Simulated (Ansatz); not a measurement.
An Ansatz (a quantum-chemistry and plane-wave program) run. Input:

Ansatz 0.2 input:
```yaml
crystal:
  lattice:
    - [4.245409547, 0.0, 0.0]
    - [0.0, 4.245409547, 0.0]
    - [0.0, 0.0, 4.245409547]
  atoms:
    - { symbol: Tl, position: [0.0, 0.0, 0.0] }
    - { symbol: I, position: [0.5, 0.5, 0.5] }
kpoints:
  mp_grid: { grid: [7, 7, 7] }
hamiltonian:
  xc: r2scan
  dispersion: d4
  pseudopotentials: { kind: paw }
scf:
  occupations: { method: fixed }
checkpoint: { read: static.run }
output: { write_density: true, elf: true, volumetric_format: npy }
```

Output (shortened):

```
Pseudopotentials: kind: paw
Pseudopotential: Tl, paw, valence charge 13
Pseudopotential: I, paw, valence charge 17
Functional definition: r2SCAN
Crystal: 2 atoms, lattice volume = 76.517 Å³
Basis set: ecut = 500 eV, 1935 PW (Γ), exchange–correlation on 128×128×128 points (64 copies of the dense FFT grid, shifted against one another)
Bands: 19, of which v1, the nominal top of the filled ones, is band 15 counted from 1 (14 counted from 0)
Symmetry: 48 space group operations
Space group: Pm-3m (ITA 221), of the structure as read, at distance tolerance 4.2e-5 Å
k-points: 20 of 343
PAW frozen core: Tl, regenerated for the run's functional
PAW frozen core: I, regenerated for the run's functional
Initial density: read from a saved state, or passed on in memory by an earlier SCF of this step, an earlier step, the calling program or the single point that …
Stability of the state it starts from, as read at its close in the unpolarized treatment …
Initial wavefunctions: pseudopotential atomic-orbital guess
Eigensolver: davidson
Functional: x = r2scan, c = r2scan; τ floored in thin density (d = 2e-4 eV/Å³)
iter 1 solved again at ethr=5.36e-8 eV; its pass at ethr=3.10e-3 eV (dr2=1.61e-5 eV) is discarded
SCF iter   1: F=—  HF=-18988.326766 eV  |F-HF|=—  |Δ(HF+E_count)|=         —  Δρ=4.66e-7  dr2=6.54e-11  dr2_τ=2.68e-11  ethr=5.36e-8  ⟨swp⟩=3.4  Hψ=2735  notcnv=0  defer=37
all-band conjugate gradients solve this SCF's bands
preconditioner: auto → Resta (q_TF=auto, 2.334 Å⁻¹)
SCF iter   2: F=-18988.326766 eV  HF=-18988.326766 eV  |F-HF|=1.82e-11  |Δ(HF+E_count)|=   1.15e-8  Δρ=1.89e-7  dr2=1.21e-11  dr2_τ=2.86e-11  ethr=1.00e-12  ⟨swp⟩=9.3  Hψ=2167  notcnv=0
SCF 1 converged in 2 iterations: F = -18988.326766 eV  dr2 = 1.21e-11
SCF converged after 2 iterations
Free energy (F): -18988.326766 eV
Harris-Foulkes:  -18988.326766 eV  (|F-HF|=1.82e-11)
Internal energy: -18988.326766 eV  (E = F + TS)
E sigma→0 (E₀):  -18988.326766 eV
Fermi energy:    5.448140 eV
--- Per-component energies (eV) ---
  E_band       = -424.656356
  E_kinetic    = 520.481988
  E_local      = -2935.363524  (includes V_loc(G=0)·N_el)
  E_nonlocal   = 227.463065
  E_hartree    = 1371.176294
  E_xc         = -340.012634
  E_vxc        = -296.648551  (∫ρ·V_xc dr)
  E_paw        = -15028.012274  (= ΣΔE_a)
  E_vpaw       = -703.201087  (= ΣTr[D̂ρ^β])
  E_aug_tail   = -0.000004  (compensation charges beyond the density's cutoff)
  E_vtau       = 20.259317  (kinetic-family band-sum trace: ∫τ·v_τ [+ j·A + Jᵃ·Aᵃ] dr)
  E_ewald      = -2804.926095
  E_disp       = -0.246395  (pairwise vdW)
  E_core_change = 1.112814  (= ΣΔE_core)
  E_smearing   =  0.000000  (= −TS)
  E_closure    = 0.000000  (closes the sum)
  Σ components = -18988.326766   (vs F -18988.326766, Δ=0.00e0)
  [band-id]    e_kinetic+e_local+e_nonlocal+2·e_hartree+e_vxc+e_vpaw+e_augmentation_tail+e_vtau = -424.656208   (vs E_band -424.656356, Δ=1.48e-4)
--- Band table (eV; the first three rows and the last of 20) ---
  k-point 0: bands = ["-38.9453", "-38.9453", "-38.9453", "-38.9443", "-38.9443", "-6.4406", "-5.1576", "-5.1576", "-5.0565", "-5.0565", "-5.0565", "1.1184", "4.5939", "4.5939", "4.5939", "11.8600", "11.8600", "12.3411", "12.3411"]
  k-point 1: bands = ["-38.9453", "-38.9453", "-38.9453", "-38.9443", "-38.9442", "-6.3825", "-5.1567", "-5.1432", "-5.0629", "-5.0629", "-5.0560", "0.9120", "4.6468", "4.6870", "4.6870", "10.9204", "11.9830", "12.0073", "12.0073"]
  k-point 2: bands = ["-38.9454", "-38.9454", "-38.9453", "-38.9443", "-38.9439", "-6.2436", "-5.1546", "-5.1112", "-5.0771", "-5.0771", "-5.0548", "0.4467", "4.9093", "4.9149", "4.9149", "9.2993", "11.2889", "11.2889", "12.3294"]
  k-point 19: bands = ["-38.9455", "-38.9455", "-38.9455", "-38.9433", "-38.9433", "-5.7511", "-5.1253", "-5.1253", "-5.0719", "-5.0353", "-5.0353", "1.9176", "3.7112", "3.7910", "3.7910", "7.8193", "7.8193", "8.2885", "17.7031"]
  band table: 19 of 19 bands, residual norms ≤ 1.0e-3 eV
```

Cost: roughly 2.9 core-seconds on shared cores.

The workflow started from a Materials Project entry (that database holds measured and hypothetical structures alike); the Crystallography Open Database files this formula in space group No. 221, but the cells were not matched. Its standing as an ambient phase is unchecked. The cell was relaxed with r²SCAN+D4 under the symmetry of its start; whether a distortion lowers the energy is not shown. Spin–orbit coupling is left out wherever it is not named.

Potentials: the later of the program's two PAW sets.

Ansatz is a plane-wave DFT program.
